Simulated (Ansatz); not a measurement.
Input and command of a plane-wave DFT calculation in Ansatz:

```yaml
crystal:
  lattice:
    - [6.6085416879, 0.0, 0.0]
    - [0.0, 6.6085416879, 0.0]
    - [0.0, 0.0, 24.9616446412]
  atoms:
    - { symbol: O, position: [0.4998153671, 0.4409801159, 0.5967023] }
    - { symbol: S, position: [0.4993468054, 0.24946434, 0.6300969148] }
    - { symbol: O, position: [0.4999465036, 0.0581773047, 0.5966460282] }
    - { symbol: O, position: [0.9996969393, 0.9408404229, 0.5966987163] }
    - { symbol: S, position: [0.999974204, 0.7493091561, 0.6300897208] }
    - { symbol: O, position: [0.9998096485, 0.55806224, 0.5966246382] }
basis:
  ecutwfc: 420
kpoints:
  mp_grid: { grid: [3, 3, 1] }
hamiltonian:
  xc: pbe
  dispersion: d3bj
scf:
  occupations: { method: gaussian, width: 0.1 }
output:
  forces: true
  eigenvalues: true
  write_density: true
  volumetric_format: npy
efield:
  axis: 3
  dipole_correction: true
  ramp_width: 0.04
```

```bash
ansatz run input.yaml --threads 4 --pin off --max-ram 10240MiB --backend cpu --events-out ev --progress --plain --runs-dir out
```

Processor: Arm Neoverse V1, 4 threads, on a host shared with other jobs.

Estimate time, memory and problem size.

About 4.9 s on 4 threads of Arm Neoverse V1 (shared host), peak memory 1.1 GiB. It solves 24 bands at 5 k points (the mesh reduced by the symmetry that the task leaves, which can be less than the crystal's) with about 21259 plane waves, in 9 SCF iterations.
